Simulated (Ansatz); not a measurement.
One crystal and one scan (scan of one atom of the cell) at two levels, PBE (plane waves to 420 eV, PAW, scalar-relativistic; Ansatz, an electronic-structure program) and r2SCAN (plane waves to 500 eV, PAW, scalar-relativistic; Ansatz), each from its own relaxed cell and on its own mesh. The cell shown is that of PBE.

Relaxed MgS (rock salt):

```xyz
2
Lattice="0.0000 2.6148 2.6148 2.6148 0.0000 2.6148 2.6148 2.6148 0.0000" Properties=species:S:1:pos:R:3 pbc="T T T"
S      0.0000     0.0000     0.0000
Mg     2.6148     2.6148     2.6148
```

In each cell atom 2 (Mg, nearest neighbour S at 2.615 Å; its periodic images, 3.7 Å or more away, move with it) moves by s·(-1.000, 0.000, 0.000) (towards the nearest neighbour), the rest being held.

The energy includes the smearing's −TS. MgS was relaxed with its symmetry unable to fall. The PAW data are Ansatz's earlier set. Percentages come from the unrounded values. Both scans cover s from -0.260 to 0.260 Å.

```
quantity                                                                    PBE  r2SCAN     PBE − r2SCAN
------------------------------------------------------------------------  -----  ------  ---------------
Lattice constant a (Å)                                                    5.230   5.205  +0.025 (+0.5 %)
Energy at s = 0.260 Å (meV/cell)                                          105.2   116.5   -11.3 (-9.8 %)
Force along the line at s = -0.260 Å (eV/Å)                               0.959   1.053  -0.094 (-8.9 %)
Force constant k = d²E/ds² at s = 0 (finite differences) (eV/Å²)           2.54    2.86    -0.32 (-11 %)
Zone-centre optical wavenumber from k (transverse: no LO-TO term) (cm⁻¹)    224     237       -13 (-6 %)
```

PBE gives the higher value for: lattice constant a. PBE gives the lower value for: energy at s = 0.260 Å; force along the line at s = -0.260 Å; force constant k = d²E/ds² at s = 0; zone-centre optical wavenumber from k. Both give the same symmetry of the curve: even: the same for both signs. Neither level is exact: the differences show how much the result hangs on the functional.

ΔE (meV/cell), each from the undisplaced structure of its own level:

```tsv
s (Å)	PBE	r2SCAN
-0.260	105.2	116.5
-0.208	62.8	69.9
-0.156	33.4	37.3
-0.104	14.2	16.0
-0.052	3.5	3.9
0.000	0.0	0.0
0.052	3.5	3.9
0.104	14.2	16.0
0.156	33.4	37.3
0.208	62.8	69.9
0.260	105.2	116.5
```

(A displaced cell: forces are minus the slopes of the energy, force constants its curvatures, and phonons follow from these.)
